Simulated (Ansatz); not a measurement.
### Question
Name crystals whose computed values (DFT-PBE in the program Ansatz with PAW potentials) fall in these windows: Θ_D (K) 220 to 320; G_Hill (GPa) 44 to 54.

### Answer


```
crystal            Θ_D (K)  G_Hill (GPa)
-----------------  -------  ------------
Pd, fcc (Cu type)      278          49.0
Hf, hcp (Mg type)      235          52.4
Cu3Au, Cu3Au type      278          46.5
```
Others may fit too.

All cells were relaxed under the symmetry of their starts (and spin orders); stability against distortions was not tested throughout. Rows with no word on spin ran without spin polarisation. Scalar-relativistic: spin–orbit coupling is off unless named, which matters more the heavier the elements.

Potentials: the later of the program's two PAW sets.
